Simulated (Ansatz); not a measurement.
Starting cell, ZnAu (CsCl type):

```yaml
crystal:
  lattice:
    - [6.37355, 0.00000, 0.00000]
    - [3.18677, 3.18677, 0.00000]
    - [0.00000, 0.00000, 3.18677]
  atoms:
    - { symbol: Zn, position: [0.00000, 0.50000, 0.50000] }
    - { symbol: Zn, position: [0.50000, 0.50000, 0.50000] }
    - { symbol: Au, position: [0.00000, 0.00000, 0.00000] }
    - { symbol: Au, position: [0.50000, 0.00000, 0.00000] }
```

The atoms are displaced by Q × the pattern below (from a DFPT mode at M = (0.5, 0.5, 0.0), largest move 1; Q in Å), at fixed cell. It is one choice among 2 degenerate patterns. (q is in reciprocal vectors of the primitive cell; the cell shown is doubled to hold the pattern.)

```json
[
 {"atom": "Zn1", "x": "0.000", "y": "1.000", "z": "0.000"},
 {"atom": "Zn2", "x": "0.000", "y": "-1.000", "z": "0.000"},
 {"atom": "Au3", "x": "-0.359", "y": "0.000", "z": "0.000"},
 {"atom": "Au4", "x": "0.359", "y": "0.000", "z": "0.000"}
]
```

These are PBE (plane waves to 420 eV, PAW, scalar-relativistic; Ansatz, a program for electronic structure) values and carry that method's errors. k mesh 15×15×15 (Γ-centred), Fermi-Dirac smearing 0.05 eV. The energy includes the smearing's −TS. Compression counts positive. With partly filled bands, energies and forces of such displacements shift with the k mesh and the smearing. Spin-orbit coupling is left out, though Au is heavy. ZnAu was relaxed with its symmetry unable to fall. The zero of ΔE is the undisplaced structure.

```
Q (Å)   ΔE (meV/cell)  −dE/dQ from forces (eV/Å)  P (GPa)
------  -------------  -------------------------  -------
-0.180            290                      3.366      3.4
-0.150            199                      2.732      2.4
-0.120            126                      2.138      1.5
-0.090             70                      1.575      0.8
-0.060             31                      1.037      0.4
-0.030              8                      0.514      0.1
0.000               0                      0.000      0.0
0.030               8                     -0.514      0.1
0.060              31                     -1.037      0.4
0.090              70                     -1.575      0.8
0.120             126                     -2.138      1.5
0.150             199                     -2.732      2.4
0.180             290                     -3.366      3.4
```

Read from the data:

Energy at Q = 0.180 Å: 290 meV/cell
Space group of the distorted cell: Cmmm (No. 65), lowered from Pm-3m
Symmetry of the curve: even: the same for both signs
Shape of the curve: a single well with its minimum at or next to zero displacement
Harmonic wavenumber from the curvature (finite differences): 160 cm⁻¹

(For displaced atoms, the force is minus the slope of the energy, and its curvature is a force constant, which sets phonon frequencies.)
